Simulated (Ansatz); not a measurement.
Relaxed-ion elastic tensor of TlHg (CsCl type, space group No. 221) in GPa (Voigt order), plane-wave PAW PBEsol (Ansatz code); density 12.77 g/cm³, 26.33 Å³ per atom.

|  | 1 | 2 | 3 | 4 | 5 | 6 |
|---|---|---|---|---|---|---|
| 1 | 35.6 | 37.7 | 37.7 | 0.0 | 0.0 | 0.0 |
| 2 | 37.7 | 35.6 | 37.7 | 0.0 | 0.0 | 0.0 |
| 3 | 37.7 | 37.7 | 35.6 | 0.0 | 0.0 | 0.0 |
| 4 | 0.0 | 0.0 | 0.0 | 4.7 | 0.0 | 0.0 |
| 5 | 0.0 | 0.0 | 0.0 | 0.0 | 4.7 | 0.0 |
| 6 | 0.0 | 0.0 | 0.0 | 0.0 | 0.0 | 4.7 |

Question: Is the crystal mechanically stable?

Answer: No: the smallest eigenvalue of C is -2.0 GPa.

Space group Pm-3m (CsCl type). The workflow started from an entry of the Crystallography Open Database (COD). Whether it is the stable phase at ambient conditions was not checked. The cell was relaxed with PBEsol under the symmetry of its start. At this level the phase is mechanically unstable. As this level gives no gap, shear constants depend on the k-mesh and smearing (Fermi–Dirac, 0.1 eV here). Spin–orbit coupling is left out wherever it is not named.

Potentials: the later of the program's two PAW sets.
